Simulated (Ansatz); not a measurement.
Relaxed candidate structures of TePd:

A. P6₃/mmc (No. 194), hP4, NiAs type; a = 4.1580 Å, b = 4.1580 Å, c = 5.6155 Å, α = 90.00°, β = 90.00°, γ = 120.00°; Pd 2a (0.000, 0.000, 0.000); Te 2d (0.667, 0.333, 0.250)

B. Pm-3m (No. 221), cP2, CsCl type; a = 3.3912 Å, b = 3.3912 Å, c = 3.3912 Å, α = 90.00°, β = 90.00°, γ = 90.00°; Te 1a (0.000, 0.000, 0.000); Pd 1b (0.500, 0.500, 0.500)

Task: Order them by energy per atom (lowest first) at the level PBEsol (plane waves to 420 eV, PAW, scalar-relativistic; Ansatz, a quantum-chemistry and plane-wave program).

Result: A (reference, the lowest of the structures calculated here), B (+0.24 eV/atom)

Each run could gain symmetry but not lose that of its start, so entries can be saddle points. From databases, or of a type measured for this composition: P6₃/mmc, hP4, NiAs type; the others are generated cells (placed on structure types, drawn at random, substituted or restacked) that were not matched to a known phase here. Energies are at zero temperature and pressure, without zero-point motion. No spin polarisation in the result.
